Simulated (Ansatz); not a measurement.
## InAs — core-level photoemission

Cell: a structure deposited in the COD, ions relaxed with PBE at fixed cell, repeated to a supercell; a hole's nearest image is 8.5 Å away.

```cif
data_InAs
_symmetry_space_group_name_H-M 'F-43m'
_symmetry_Int_Tables_number 216
_cell_length_a 6.0360
_cell_length_b 6.0360
_cell_length_c 6.0360
_cell_angle_alpha 90.000
_cell_angle_beta 90.000
_cell_angle_gamma 90.000
loop_
_atom_site_label
_atom_site_type_symbol
_atom_site_symmetry_multiplicity
_atom_site_Wyckoff_symbol
_atom_site_fract_x
_atom_site_fract_y
_atom_site_fract_z
In1 In 4 a 0.0000 0.0000 0.0000
As9 As 4 c 0.2500 0.2500 0.2500
```

One atom of each set is listed; the run and its k-mesh use a cell of 16 atoms with edges of 8.54, 8.54, 8.54 Å.

Level of theory: DFT, PBE, plane waves and PAW, scalar-relativistic, 420 eV cutoff, Γ-centred 4×4×4 k-points, Fermi–Dirac smearing 0.05 eV (Ansatz 0.2.0).

Each value is a total-energy difference between the cell with one core hole and the ground state (ΔSCF), counted from the Fermi energy. 

**Question.** What binding energies does the calculation give for In 3d, As 3d?

**Answer.** 

```
 line  atom     first shell  E_B (eV)  j = l + ½ / j = l − ½ (eV)
In 3d     1  4 As at 2.61 Å     444.1               441.1 / 448.6
As 3d     9  4 In at 2.61 Å      41.3                 41.1 / 41.7
```

For p, d and f shells E_B is the weighted mean of the two lines, whose splitting comes from the free atom's Dirac orbitals.

Absolute PBE values can be off by an eV or more, and the 3d and 4f lines of heavy atoms by several eV. Multiplets, satellites and widths aren't calculated.
